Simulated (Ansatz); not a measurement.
## BaSrAl4: zone-centre modes

All numbers below come from DFT PBE, scalar-relativistic, plane waves, PAW in Ansatz 0.2.0. Plane waves to 420 eV; Γ-centred k mesh 8×8×8; Fermi-Dirac smearing of 0.15 eV. No spin polarisation. Phonons by linear response, acoustic sum rule imposed.

Equilibrium structure at this level:
```yaml
crystal:
  lattice:
    - [0.00000, 4.20389, 4.20389]
    - [4.20389, 0.00000, 4.20389]
    - [4.20389, 4.20389, 0.00000]
  atoms:
    - { symbol: Ba, position: [0.00000, 0.00000, 0.00000] }
    - { symbol: Sr, position: [0.75000, 0.75000, 0.75000] }
    - { symbol: Al, position: [0.87507, 0.37498, 0.37498] }
    - { symbol: Al, position: [0.37498, 0.37498, 0.37498] }
    - { symbol: Al, position: [0.37498, 0.87507, 0.37498] }
    - { symbol: Al, position: [0.37498, 0.37498, 0.87507] }
```

The cell was found from a structure generator's guess, not taken from experiment. In a metal, frequencies depend on the k mesh and the smearing, soft modes most. Spin–orbit coupling is left out, which matters for heavy elements.

Optical modes at Γ:
| frequency (THz) | degeneracy |
| --- | --- |
| 3.35 | 3 |
| 3.99 | 3 |
| 5.29 | 2 |
| 5.76 | 3 |
| 5.90 | 3 |
| 7.76 | 1 |

All 15 optical modes at Γ are real: no displacement of atoms at fixed cell lowers the energy to second order. Strains and modes at other wave vectors aren't tested by this run.
